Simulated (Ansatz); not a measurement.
# SrB$_{2}$MoF$_{6}$ in Ansatz, relaxation

Launch command:

```bash
ansatz run input.yaml --threads 2 --pin off --max-ram 3584MiB --backend cpu --events-out ev --progress --plain --runs-dir out
```

Input:

```yaml
crystal:
  lattice:
    - [0.0, 3.94824793, 3.94824793]
    - [3.94824793, 0.0, 3.94824793]
    - [3.94824793, 3.94824793, 0.0]
  atoms:
    - { symbol: B, position: [0.25, 0.25, 0.25] }
    - { symbol: B, position: [0.75, 0.75, 0.75] }
    - { symbol: F, position: [0.765, 0.235, 0.235] }
    - { symbol: F, position: [0.235, 0.765, 0.235] }
    - { symbol: F, position: [0.235, 0.765, 0.765] }
    - { symbol: F, position: [0.765, 0.235, 0.765] }
    - { symbol: F, position: [0.235, 0.235, 0.765] }
    - { symbol: F, position: [0.765, 0.765, 0.235] }
    - { symbol: Sr, position: [0.5, 0.5, 0.5] }
    - { symbol: Mo, position: [0.0, 0.0, 0.0] }
  symmetry: { tolerance: 0.0003 }
kpoints:
  mp_grid: { grid: [8, 8, 8], shift: [0, 0, 0] }
magnetization:
  spin_polarized: false
scf:
  occupations: { method: gaussian, width: 0.0969 }
  lower_state_search: "off"
hamiltonian:
  pseudopotentials: { kind: paw }
  xc: r2scan
basis:
  ecutwfc: 500
  fft_grid_basis: typed
relax:
  max_steps: 60
  f_tol: 0.03
output:
  forces: true
  stress: true
  eigenvalues: true
  bader: true
  populations: true
  elf: true
  write_potential: true
  volumetric_format: npy
  dos:
    e_range: [-12, 8]
    de: 0.05
    projected: { site_lists: { B: [B], F: [F], Mo: [Mo], Sr: [Sr] } }
  write_density: true
checkpoint:
  read: saved_state
```

Origin of the cell: a known structure type with other elements, at an estimated volume, so it need not be a known compound.

The saved state is a converged single point of the same cell.

Steps:

| step | ΔF (meV/atom) | max force component (eV/Å) | SCF iterations | step was |
| --- | --- | --- | --- | --- |
| 1 | 0.0 | 0.566 | 8 | accepted |
| 2 | -2.1 | 0.069 | 7 | accepted |
| 3 | -2.1 | 0.000 | 8 | accepted |

Step 1, with forces in eV/Å:

```xyz
10
Lattice="0.000 3.948 3.948 3.948 0.000 3.948 3.948 3.948 0.000" Properties=species:S:1:pos:R:3:forces:R:3 pbc="T T T" step=1
B     1.974    1.974    1.974    0.000    0.000    0.000
B     5.922    5.922    5.922    0.000    0.000    0.000
F     1.856    3.948    3.948   -0.566    0.000    0.000
F     3.948    1.856    3.948    0.000   -0.566    0.000
F     6.041    3.948    3.948    0.566    0.000    0.000
F     3.948    6.041    3.948    0.000    0.566    0.000
F     3.948    3.948    1.856    0.000    0.000   -0.566
F     3.948    3.948    6.041    0.000    0.000    0.566
Sr    3.948    3.948    3.948    0.000    0.000    0.000
Mo    0.000    0.000    0.000    0.000    0.000    0.000
```

Step 2, with forces in eV/Å:

```xyz
10
Lattice="0.000 3.948 3.948 3.948 0.000 3.948 3.948 3.948 0.000" Properties=species:S:1:pos:R:3:forces:R:3 pbc="T T T" step=2
B     1.974    1.974    1.974    0.000    0.000    0.000
B     5.922    5.922    5.922    0.000    0.000    0.000
F     1.845    3.948    3.948   -0.069    0.000    0.000
F     3.948    1.845    3.948    0.000   -0.069    0.000
F     6.052    3.948    3.948    0.069    0.000    0.000
F     3.948    6.052    3.948    0.000    0.069    0.000
F     3.948    3.948    1.845    0.000    0.000   -0.069
F     3.948    3.948    6.052    0.000    0.000    0.069
Sr    3.948    3.948    3.948    0.000    0.000    0.000
Mo    0.000    0.000    0.000    0.000    0.000    0.000
```

Step 3, with forces in eV/Å:

```xyz
10
Lattice="0.000 3.948 3.948 3.948 0.000 3.948 3.948 3.948 0.000" Properties=species:S:1:pos:R:3:forces:R:3 pbc="T T T" step=3
B     1.974    1.974    1.974    0.000    0.000    0.000
B     5.922    5.922    5.922    0.000    0.000    0.000
F     1.843    3.948    3.948    0.000    0.000    0.000
F     3.948    1.843    3.948    0.000    0.000    0.000
F     6.053    3.948    3.948    0.000    0.000    0.000
F     3.948    6.053    3.948    0.000    0.000    0.000
F     3.948    3.948    1.843    0.000    0.000    0.000
F     3.948    3.948    6.053    0.000    0.000    0.000
Sr    3.948    3.948    3.948    0.000    0.000    0.000
Mo    0.000    0.000    0.000    0.000    0.000    0.000
```

- Free energy lowered by: 2.1 meV/atom
- Final pressure: 40.99 GPa
- Relaxation steps listed: 3
- Gap on the mesh: none (metal)

Caveats: no moments, though an odd count or open d shells may carry them; the SCF threshold is looser than advised for a stress; the relaxation held the start's symmetry, so the end may be a saddle point.

It ran for 87 s on 2 threads of Arm Neoverse V1 (shared host), peak memory 0.98 GiB, from a saved density.
